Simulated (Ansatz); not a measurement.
## Computed properties of RuN

RuN:
Space group F-43m (No. 216); a = 4.4708 Å, b = 4.4708 Å, c = 4.4708 Å, α = 90.00°, β = 90.00°, γ = 90.00°

```tsv
atom	site	symmetry	x	y	z
Ru	4a	-43m	0.0000	0.0000	0.0000
N	4d	-43m	0.7500	0.7500	0.7500
```
(The calculation used a cell of 2 atoms; values per cell refer to that cell.)

Space group F-43m (No. 216), zinc blende; conventional cell a = b = c = 4.4708 Å, α = β = γ = 90.00°.

Method: DFT-LDA in the program Ansatz with PAW potentials. Geometry: relaxed at this level of theory. Other levels are named where they apply.

Cell and energy:

```
Item                                                          Result
-----------------------------------------------------  -------------
Volume per atom                                             11.17 Å³
Density                                                   8.55 g/cm³
Formation energy from the elements (no fitted shifts)  0.041 eV/atom
```

Electronic structure:

```
Property                                                                     Value
------------------------------------  --------------------------------------------
Electronic character                                             metallic (no gap)
Density of states at the Fermi level  0.61 states/eV per atom (mean over ±0.08 eV)
```

Mechanics:

```
Property                                                                      Result
--------------------------------------------  --------------------------------------
Bulk modulus (Birch–Murnaghan fit)                                           307 GPa
Pressure derivative B′                                                           4.5
Elastic constants (relaxed ions, GPa)               C11 = 322, C12 = 300, C44 = 92.6
Mechanical stability                          stable (all eigenvalues of C positive)
Hill bulk and shear moduli                                          307 and 41.8 GPa
Young's modulus                                                              120 GPa
Poisson's ratio                                                                 0.43
Debye temperature from the elastic constants                                   335 K
```

Phonons:

```
Property                                        Value
-----------------------------  ----------------------
Highest zone-centre frequency                71.8 meV
Zone-centre stability          no imaginary mode at Γ
```

The first step of the workflow began from a Materials Project structure, measured or hypothetical; the Crystallography Open Database copy checked does not list it. Its standing as an ambient phase is unchecked. Symmetry was held in the LDA relaxation. No spin polarisation was allowed. With an odd number of electrons in the cell and no spin polarisation, the count alone makes it a metal. As this level gives no gap, shear constants depend on the k-mesh and smearing (Fermi–Dirac, 0.1 eV here). As this level gives no gap, phonon frequencies hold no LO–TO term and depend on the k-mesh and smearing (Fermi–Dirac, 0.1 eV here). The references are the lowest solids computed at this level, not always the standard phases (solids in place of the gases). Scalar-relativistic: spin–orbit coupling is off unless named, which matters more the heavier the elements.

Potentials: the later of the program's two PAW sets.
